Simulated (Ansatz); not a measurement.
**Ansatz 0.2.0, settings compared: Co2WCl6**

The command:

```bash
ansatz run input.yaml --threads 1 --pin off --max-ram 2560MiB --backend cpu --events-out ev --progress --plain --runs-dir out
```

The input file (Ansatz 0.2.0, plane waves):

```yaml
crystal:
  lattice:
    - [0.0, 4.587951, 4.587951]
    - [4.587951, 0.0, 4.587951]
    - [4.587951, 4.587951, 0.0]
  atoms:
    - { symbol: W, position: [0.0, 0.0, 0.0] }
    - { symbol: Co, position: [0.25, 0.25, 0.25] }
    - { symbol: Co, position: [0.75, 0.75, 0.75] }
    - { symbol: Cl, position: [0.237, 0.763, 0.763] }
    - { symbol: Cl, position: [0.763, 0.237, 0.763] }
    - { symbol: Cl, position: [0.763, 0.237, 0.237] }
    - { symbol: Cl, position: [0.237, 0.763, 0.237] }
    - { symbol: Cl, position: [0.763, 0.763, 0.237] }
    - { symbol: Cl, position: [0.237, 0.237, 0.763] }
  symmetry: { tolerance: 0.0003 }
kpoints:
  mp_grid: { grid: [4, 4, 4], shift: [0, 0, 0] }
magnetization:
  spin_polarized: false
scf:
  occupations: { method: fermi_dirac }
hamiltonian:
  pseudopotentials: { kind: paw }
  xc: pbesol
basis:
  ecutwfc: 420
output:
  forces: true
  stress: true
  eigenvalues: true
```

Origin of the cell: a known structure type with other elements, at an estimated volume, so it need not be a known compound.

The smearing width isn't typed, so it takes its default of 0.1 eV.

Output of this run (shortened):

```
SCF iter   1: F=—  HF=-26802.805354 eV  Δρ=6.58e-2  dr2=1.03e1
SCF iter   2: F=—  HF=-26802.453099 eV  Δρ=1.66e-2  dr2=2.00e-1
SCF iter   3: F=—  HF=-26802.552102 eV  Δρ=1.73e-2  dr2=5.53e-1  recentre
SCF iter   4: F=—  HF=-26802.539999 eV  Δρ=3.55e-3  dr2=8.31e-3
SCF iter   5: F=—  HF=-26802.546682 eV  Δρ=8.57e-4  dr2=1.81e-3
SCF iter   6: F=—  HF=-26802.546774 eV  Δρ=5.55e-4  dr2=6.41e-4
SCF iter   7: F=—  HF=-26802.546758 eV  Δρ=4.66e-5  dr2=5.37e-6
SCF iter   8: F=—  HF=-26802.546932 eV  Δρ=2.13e-5  dr2=1.03e-6
SCF iter   9: F=—  HF=-26802.546932 eV  Δρ=2.69e-5  dr2=1.57e-6
SCF iter  10: F=-26802.546932 eV  HF=-26802.546932 eV  Δρ=5.67e-6  dr2=7.74e-8
SCF 1 converged in 10 iterations: F = -26802.546932 eV  dr2 = 7.74e-8
SCF converged after 10 iterations
Free energy (F): -26802.546932 eV
Harris-Foulkes:  -26802.546932 eV  (|F-HF|=7.18e-8)
Internal energy: -26801.668831 eV  (E = F + TS)
E sigma→0 (E₀):  -26802.107882 eV
Entropy (-TS):   -0.878101 eV (-97.567 meV/atom)
Fermi energy:    7.124031 eV
--- Per-component energies (eV) ---
  E_band       = -1175.983090
  E_kinetic    = 2322.727513
  E_local      = -11526.463343  (includes V_loc(G=0)·N_el)
  E_nonlocal   = 1142.513127
  E_hartree    = 4688.817572
  E_xc         = -1203.481871
  E_vxc        = -1358.246617  (∫ρ·V_xc dr)
  E_paw        = -15280.955194  (= ΣΔE_a)
  E_vpaw       = -1134.130011  (= ΣTr[D̂ρ^β])
  E_aug_tail   = 0.000639  (compensation charges beyond the density's cutoff)
  E_ewald      = -6945.896497
  E_core_change = 1.069223  (= ΣΔE_core)
  E_smearing   = -0.878101  (= −TS)
  Σ components = -26802.546932   (vs F -26802.546932, Δ=0.00e0)
--- Forces (eV/Å), atoms counted from 1 ---
  atom   1  W      0.000000    -0.000000    -0.000000
  atom   2  Co    -0.000000     0.000000    -0.000000
[… 2 lines left out …]
  atom   5  Cl    -0.000000    -3.553435    -0.000000
  atom   6  Cl     3.553435     0.000000     0.000000
  atom   7  Cl     0.000000     3.553435     0.000000
  atom   8  Cl     0.000000    -0.000000    -3.553435
  atom   9  Cl     0.000000     0.000000     3.553435
  max |Σ_I F_I| component: 3.11e-15 eV/Å
--- Stress (GPa, compression-positive) ---
        9.779464       0.000000       0.000000
       -0.000000       9.779464       0.000000
        0.000000      -0.000000       9.779464
  P = ⅓ Tr σ = 9.7795 GPa (97.795 kbar)
```

The same input was run again with these changes:

1. `scf.mixing.preconditioner` default → ldos; `total_charge` default → 1; `hamiltonian.dispersion` default → d3bj
2. `scf.lower_state_search` default → light; `basis.xc_grid` default → 1
3. `scf.occupations.method` fermi_dirac → methfessel_paxton; `scf.occupations.width` default → 0.05

```tsv
run	end	SCF iterations	P (GPa)	max force component (eV/Å)	moment (μB)	ΔE(σ→0) (meV/atom)
base	converged	10	9.78	3.553	–	0
1	converged	13	–	3.566	–	–
2	converged	10	9.78	3.553	–	0.00
3	converged	11	9.22	3.552	–	15.50
```

Energies are compared only where functional, datasets, charge and starting cell are the same.

Caveats of the base run: no spin polarisation, so a magnetic state may lie lower; no spin-orbit coupling, though heavy elements are present.

Run 1: charged cell with a uniform background, whose pressure depends on convention.

The base run took 6.4 s on 1 thread of Arm Neoverse V1 (shared host), peak memory 0.46 GiB, from the program's own first density.
